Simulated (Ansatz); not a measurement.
MnF2 (rutile, P4_2/mnm), the program Ansatz at the r²SCAN level (PAW). The conduction-band minimum lies at Γ, with 1 equivalent valley. Second derivatives d²E/dk² of the lowest band at one valley (eV·Å²), along Cartesian directions:

| direction | d²E/dk² |
|---|---|
| [100] | 14.61 |
| [010] | 13.55 |
| [001] | 14.85 |
| [110] | 14.08 |
| [101] | 14.73 |
| [011] | 14.20 |

Task: Find the principal effective masses, the density-of-states mass and the conductivity mass.

Result: Off-diagonal terms follow from H_xy = H[110] − (H_xx + H_yy)/2, and m*/mₑ = 7.620 eV·Å² over each eigenvalue: 0.51, 0.52, 0.56. One valley's DOS mass (m₁m₂m₃)^(1/3) = 0.53, conductivity mass 3/(Σ 1/mᵢ) = 0.53 mₑ.

Task: What effective density of states Nc follows at 300 K for parabolic valleys?

Result: Nc = 2.509e19 × 1 × (0.53)^(3/2) ≈ 9.7e18 cm⁻³.

The cell was relaxed with r²SCAN under the symmetry of its start, as lowered by the spin order. Spin order of the final state: antiferromagnetic, chosen from 5 collinear starts compared on coarse meshes (ties went to the first, and starts can fall back to one state), not a proven ground state. Other orbital occupations within this spin state were not tried. No Hubbard U is applied. Point labels and valley counts follow the cell and symmetry of the run, lower than the named group.

Potentials: the later of the program's two PAW sets.

Edges and masses are those of Kohn–Sham bands, whose gap is no quasiparticle gap.
